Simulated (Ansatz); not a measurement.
## ScGa₃: sound and stiffness along [100], [110] and [111]

The calculation used Ansatz, DFT LDA, scalar-relativistic, plane waves, PAW. Plane waves to 420 eV; Γ-centred k mesh 10×10×10; Fermi-Dirac smearing of 0.15 eV. No spin polarisation.

Equilibrium structure at this level:
Space group Pm-3m (No. 221). a = 3.999 Å, b = 3.999 Å, c = 3.999 Å, α = 90.00°, β = 90.00°, γ = 90.00°
| atom | site | symmetry | x | y | z |
| --- | --- | --- | --- | --- | --- |
| Sc | 1a | m-3m | 0.0000 | 0.0000 | 0.0000 |
| Ga | 3c | 4/mm.m | 0.0000 | 0.5000 | 0.5000 |

In a metal, frequencies and elastic constants depend on the k mesh and the smearing, soft modes and shear constants most.

With ions relaxed, on the cubic axes: C11 = 162.2, C12 = 55.1, C44 = 45.3 GPa. The density is 6.598 g/cm³.

Question: Is the crystal stable against strain, and how anisotropic is it?

Answer: Born's conditions hold: C11 + 2C12 = 272.4, C11 − C12 = 107.0 and C44 = 45.3 GPa are all positive. B = (C11 + 2C12)/3 = 90.8 GPa. The two shear moduli are C44 and C′ = (C11 − C12)/2 = 53.5 GPa, so Zener's ratio is A = C44/C′ = 0.85: the shear C44 is the soft one, as in NaCl, KCl, the halide perovskites and the bcc metals V, Nb, Cr and Mo. The Cauchy pressure C12 − C44 is 9.8 GPa; it would vanish for pair forces between atoms on inversion centres at zero pressure, and a positive value is usual with metallic or many-body binding, and where atoms off inversion centres relax under shear, which lowers C44.

Question: Give the sound speeds along the three symmetry directions.

Answer: The Christoffel equation gives ρv² for each branch:
| direction | branch | ρv² | GPa | v (m/s) |
| --- | --- | --- | --- | --- |
| [100] | L | C11 | 162.2 | 4958 |
| [100] | T (×2) | C44 | 45.3 | 2621 |
| [110] | L | (C11 + C12 + 2C44)/2 | 154.0 | 4831 |
| [110] | T, u ∥ [001] | C44 | 45.3 | 2621 |
| [110] | T, u ∥ [1-10] | (C11 − C12)/2 | 53.5 | 2848 |
| [111] | L | (C11 + 2C12 + 4C44)/3 | 151.3 | 4788 |
| [111] | T (×2) | (C11 − C12 + C44)/3 | 50.8 | 2775 |

Question: How does Young's modulus depend on direction?

Answer: Inverting gives S11 = 7.452, S12 = -1.891, S44 = 22.056 TPa⁻¹. Along a unit vector (l, m, n), 1/E = S11 − 2(S11 − S12 − S44/2)(l²m² + m²n² + n²l²), where the last bracket is 0, 1/4 and 1/3 for [100], [110] and [111]: E = 134, 121 and 117 GPa. With A < 1 the cube edge is stiffest. For a film on (001), the biaxial modulus is C11 + C12 − 2C12²/C11 = 180 GPa and the normal strain is −2C12/C11 = -0.68 times the in-plane one.

Cost: 2 runs of about 4.6 core-minutes in all, on Arm Neoverse V2 (shared hosts).